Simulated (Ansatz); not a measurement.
A geometry of Mo away from equilibrium: step 2 of the relaxation of a relaxed Mo cell, doubled along one cell vector, shaken by Gaussian noise of σ = 0.08 Å a coordinate. Method: r2SCAN (plane waves to 500 eV, PAW, scalar-relativistic; Ansatz, a first-principles code). Γ-centred k-mesh 14×7×14 on the run's cell (coarser than for final values), Fermi–Dirac smearing 0.05 eV.

```yaml
crystal:
  lattice:
    - [-1.55976, 1.57363, 1.60924]
    - [3.09482, -3.10563, 3.15214]
    - [1.57582, 1.56888, -1.58842]
  atoms:
    - { symbol: Mo, position: [0.03685, 0.02837, 0.01299] }
    - { symbol: Mo, position: [0.98219, 0.51657, 0.00126] }
```

Problem. Which atoms carry the largest force, and which way does it point?

Solution. 0.90 eV/Å, on Mo1, Mo2 (atoms numbered as listed); on Mo1 its components are (0.02, -0.21, -0.88).

Problem. What is the pressure?

Solution. +1.4 GPa, compression positive.

No spin polarisation in the result.

The run could not lose the symmetry of its start.
